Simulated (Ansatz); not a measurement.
Mg₂SO as one 4-atom ordering (R-3m) on the rocksalt lattice, relaxed with r2SCAN, was run in Ansatz 0.2.0 under altered settings. All numbers are computed, without spin polarisation but where a row says otherwise.

```
CELL_PARAMETERS angstrom
1.66996 0.96415 5.49749
-1.66996 0.96415 5.49749
0.00000 -1.92831 5.49749
ATOMIC_POSITIONS crystal
O 0.00000 0.00000 0.00000
S 0.50000 0.50000 0.50000
Mg 0.26166 0.26166 0.26166
Mg 0.73834 0.73834 0.73834
```

The base run's other keys:
```yaml
kpoints:
  mp_grid: { grid: [4, 4, 4] }
hamiltonian:
  xc: hse06
scf:
  occupations: { method: fixed }
  n_extra_bands: 5
```

It takes 14 iterations with 1051 plane waves at 420 eV and 13 k points, and leaves a mean stress of -0.17 GPa. The gap over this mesh is 2.051 eV. It ran on 4 threads of Arm Neoverse N1, on a shared host.

Outcomes, with energy and stress as changes against the base:
```tsv
setting	outcome	ΔF (meV/atom)	Δ mean stress (GPa)	gap on the mesh (eV)	iterations	wall time
PBE hybrid, exx coeff 0.15, omega 0.2078 1/Å	converged	–	+1.2	1.615	13	13 s
PBE hybrid, exx coeff 0.1, omega 0.5 1/Å	converged	–	+2.0	1.197	12	13 s
basis.ecutwfc: 200	converged, warned	+2476	+1.7	1.769	15	5.5 s
```
A dash marks a value that wasn't obtained or can't be compared. Stress is positive in compression. The base took 13 s.

- PBE hybrid, exx coeff 0.15, omega 0.2078 1/Å. That is 15 % exact exchange, screened with ω = 0.2078 1/Å, against HSE06's 25 % screened at 0.208 1/Å. The mean stress moves by +1.2 GPa and the gap on the mesh by -0.436 eV (to 1.615). Totals of different functionals aren't comparable.
- PBE hybrid, exx coeff 0.1, omega 0.5 1/Å. That is 10 % exact exchange, screened with ω = 0.5 1/Å, against HSE06's 25 % screened at 0.208 1/Å. The mean stress moves by +2.0 GPa and the gap on the mesh by -0.854 eV (to 1.197). Totals of different functionals aren't comparable.
- basis.ecutwfc: 200. 337 plane waves in place of 1051. The free energy moves by +2476 meV an atom, the mean stress by +1.7 GPa and the gap on the mesh by -0.281 eV (to 1.769). The basis is too small: these are errors of the cutoff. Warned: cutoff below recommended.

The stress of a hybrid is loosely converged in these runs.

The meshes of the hybrids are coarse, so their gaps aren't converged to the digits shown.
